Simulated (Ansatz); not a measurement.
CsCl:
```xyz
2
Lattice="4.0687 0.0000 0.0000 0.0000 4.0687 0.0000 0.0000 0.0000 4.0687" Properties=species:S:1:pos:R:3 pbc="T T T"
Cs     0.0000     0.0000     0.0000
Cl     2.0343     2.0343     2.0343
```

DFT-PBEsol in the program Ansatz with PAW potentials gives a gap of 5.23 eV without spin–orbit coupling, maximum at Γ, minimum at Γ.

What happens when spin–orbit coupling is switched on?

The gap decreases by 0.08 eV, to 5.15 eV; maximum at Γ, minimum at Γ.

How large is the spin–orbit splitting of the valence top at Γ?

The fourfold level lies 0.22 eV above the split-off pair.

Give the electron effective mass with spin–orbit coupling, band 1 of 2 at the edge.

1.3 along [100], 0.77 along [110], 0.56 along [111] (mₑ).

Give the electron effective mass with spin–orbit coupling, band 2 of 2 at the edge.

0.35 along [100], 0.43 along [110], 0.54 along [111] (mₑ).

Give the hole effective mass with spin–orbit coupling, band 1 of 2 at the edge.

3.1 along [100], 3.0 along [110], 3.0 along [111] (mₑ).

Give the hole effective mass with spin–orbit coupling, band 2 of 2 at the edge.

0.72 along [100], 0.72 along [110], 0.73 along [111] (mₑ).

Space group Pm-3m (CsCl type). The PBEsol relaxation kept the symmetry of its start.

Potentials: the later of the program's two PAW sets.
